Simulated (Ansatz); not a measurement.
B2O3 in space group P3_121 (No. 152; B on 6c, O on 6c, O on 3a), r²SCAN in the plane-wave PAW code Ansatz, all energies at zero smearing, with the estimated change up to a 700 eV cutoff added, with one set of potentials and settings (totals compare only within such a set). Cell of 15 atoms (6 B, 9 O): -6071.369 eV.

| element | reference phase | E (eV/atom) |
|---|---|---|
| B | R-3m, 12 atoms in the cell | -156.5544 |
| O | C2/m, 4 atoms in the cell, spin-polarised | -566.0281 |

Formation energy per atom, worked out: (-6071.369 − 6×(-156.5544) − 9×(-566.0281))/15 = -2.519 eV/atom (-243 kJ per mol of atoms), at 0 K, without zero-point energy or fitted corrections.

The first step of the workflow began from a Materials Project structure, measured or hypothetical; the Crystallography Open Database files this formula in space group No. 152, but the cells were not matched. Whether it is the stable phase at ambient conditions was not checked. Symmetry was held in the r²SCAN relaxation; its stability against distortions is not shown here. The references are the lowest solids computed at this level, not always the standard phases (solids in place of the gases).

Potentials: the later of the program's two PAW sets.
